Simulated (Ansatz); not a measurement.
Zone-centre phonons of Sb: input and output

Level of theory: DFT PBE, scalar-relativistic, plane waves, PAW in Ansatz.

Launched with:
```bash
ansatz run input.yaml --threads 1 --pin off --max-ram 3072MiB --backend cpu --events-out ev --progress --plain --runs-dir out
```

Input (bare energies are in eV):
```yaml
crystal:
  lattice:
    - [2.1853137673, 1.2616914918, 3.8460865573]
    - [-2.1853137673, 1.2616914918, 3.8460865573]
    - [0.0, -2.5233829836, 3.8460865573]
  atoms:
    - { symbol: Sb, position: [0.2330466971, 0.2330466971, 0.2330466971] }
    - { symbol: Sb, position: [0.7669533029, 0.7669533029, 0.7669533029] }
basis:
  ecutwfc: 420
kpoints:
  mp_grid: { grid: [12, 12, 12] }
hamiltonian:
  xc: pbe
scf:
  occupations: { method: fermi_dirac, width: 0.15 }
output:
  eigenvalues: true
phonons:
  method: dfpt
  eigenvectors: true
```

Results section of the output:
```
--- Phonons (Γ-DFPT): 2 representative perturbations + reference, on 476 of 1728 k-points (Σ response iterations 6) ---
  k mesh reduced under 2 symmetry operations, with k and −k counted as one. Each operation leaves every solved perturbation unchanged. A smaller set is not used because it would not reduce the number of displacements ...
  ASR residual: 1.676e-5 → 0.000e0 eV/Å²; symmetrization residual: 3.199e-5 eV/Å²
  ASR residual per site (eV/Å²): 1.68e-5 1.68e-5
  Γ frequencies (cm⁻¹): 0.00 0.00 0.00 99.58 99.58 139.78
  non-analytic LO–TO correction: not included (Born effective charges unavailable; polar crystals: no LO–TO splitting at Γ)
```

It took 2.3 min on 1 thread of Intel(R) Xeon(R) Platinum 8259CL CPU @ 2.50GHz (Skylake/Cascade Lake), on a shared host, peak memory 1.9 GiB.

In a metal, frequencies and elastic constants depend on the k mesh and the smearing, soft modes and shear constants most. Spin–orbit coupling is left out, which matters for heavy elements. A semilocal functional can close a gap that the real compound has.